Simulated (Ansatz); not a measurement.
## Sb (beta-Sn type): energy against volume

Theory: DFT, r2SCAN, plane waves (500 eV) with PAW, scalar-relativistic in Ansatz. (PAW data from PBE, frozen cores regenerated.)

The cell is scaled uniformly from the relaxed one, with fractional coordinates and shape fixed. Energies are extrapolated to zero smearing, pressures are those at the given smearing. Because the bonds are stretched with the cell, B₀ of this curve lies above the true bulk modulus of such a structure. Magnetic state: spin not included.

A Birch-Murnaghan fit gives V₀ = 29.11 Å³/atom, B₀ = 60 GPa, B₀′ = 4.6.

(1) What are the energy above the minimum and the pressure at 26.750 Å³/atom?

(2) What are the energy above the minimum and the pressure at 31.402 Å³/atom?

(3) What are the energy above the minimum and the pressure at 32.565 Å³/atom?

Results:

(1) 41.8 meV/atom and 6.19 GPa as computed.

(2) 29.3 meV/atom and -3.78 GPa as computed.

(3) 62.2 meV/atom and -5.17 GPa as computed.
